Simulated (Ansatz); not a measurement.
# Zr: from a starting cell to a relaxed one

The start is a generated trial cell of Zr in the dhcp structure type. The cell and all atomic positions are relaxed at zero pressure with r2SCAN (plane waves to 500 eV, PAW, scalar-relativistic; Ansatz, a quantum-chemistry and plane-wave program). The first steps use a coarse 12×12×3 k-mesh.

Starting cell:
```
CELL_PARAMETERS angstrom
      3.21942     0.00000     0.00000
     -1.60971     2.78810     0.00000
      0.00000     0.00000    10.35851
ATOMIC_POSITIONS crystal
  Zr 0.00000 0.00000 0.00000
  Zr 0.00000 0.00000 0.50000
  Zr 0.33333 0.66667 0.25000
  Zr 0.66667 0.33333 0.75000
```

| Property | Value |
|---|---|
| Energy released | under 0.01 eV/atom |
| Volume change | +1.5 %, from 23.24 to 23.59 Å³/atom |
| Shortest distances (start → end) | The closest pairs of elements (up to four, under 3.6 Å), start → end: Zr–Zr 3.19 → 3.20 Å |
| Band gap at the end | zero (metallic) |
| Optimiser moves | 6 |

Final structure:

Space group P6₃/mmc (No. 194); a = 3.242 Å, b = 3.242 Å, c = 10.365 Å, α = 90.00°, β = 90.00°, γ = 120.00°

```
atom  site  symmetry       x       y       z
----  ----  --------  ------  ------  ------
Zr      2a      -3m.  0.0000  0.0000  0.0000
Zr      2c      -6m2  0.3333  0.6667  0.2500
```

Final values are on a 16×16×5 k-mesh of the relaxed cell. No spin polarisation in the result.

The run could not lose the symmetry of its start; a randomly shaken copy of 8 atoms returns to this structure.

All atoms sit on sites fixed by symmetry, so only the cell could relax.

The relaxed structure here is a generated cell of Zr: the first start was made by placing the elements on the sites of a structure type, and the end was not matched to a known phase here, so it may be hypothetical. A known form of Zr has the same space group but another cell.
